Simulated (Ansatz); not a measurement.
V3Si (A15 (Cr3Si type), Pm-3n) at seven volumes, PBEsol in the plane-wave PAW code Ansatz, scaled uniformly. One row is withheld.

```
V (Å³/atom)  P (GPa)
-----------  -------
11.429         23.55
11.806         14.46
12.182          6.67
12.559          0.00
12.936         -5.75
13.313             ?
13.690        -14.96
```

**Question.** Fit the shown pressures and predict the withheld one.

**Answer.** Third-order Birch–Murnaghan: P = (3/2)B₀(x^(7/2) − x^(5/2))[1 + (3/4)(B′ − 4)(x − 1)] with x = (V₀/V)^(2/3). Least squares on the six rows gives V₀ = 12.559 Å³/atom, B₀ = 206.4 GPa, B′ = 4.05. At V = 13.313, x = 0.9619 and P = -10.69 GPa. The run itself gave -10.70 GPa.

Symmetry was held in the PBEsol relaxation. The workflow began spin-polarised and lost its moments.

Potentials: the later of the program's two PAW sets.
